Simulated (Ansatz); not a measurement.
## Lu (dhcp): energy against volume

Computed with DFT, r2SCAN, plane waves (500 eV) with PAW, scalar-relativistic (Ansatz). The PAW files were generated under PBE, with cores re-solved for the functional.

The cell is scaled uniformly from the relaxed one, with fractional coordinates and shape fixed. Energies are extrapolated to zero smearing, pressures are those at the given smearing. Magnetic state: spin not included.

A Birch-Murnaghan fit gives V₀ = 29.01 Å³/atom, B₀ = 43 GPa, B₀′ = 2.9.

Q: What are the energy above the minimum and the pressure at 25.630 Å³/atom?

A: 61.8 meV/atom and 6.61 GPa as computed.

Q: What are the energy above the minimum and the pressure at 27.960 Å³/atom?

A: 5.3 meV/atom and 1.85 GPa as computed.

Q: What are the energy above the minimum and the pressure at 31.455 Å³/atom?

A: 24.9 meV/atom and -2.98 GPa as computed.
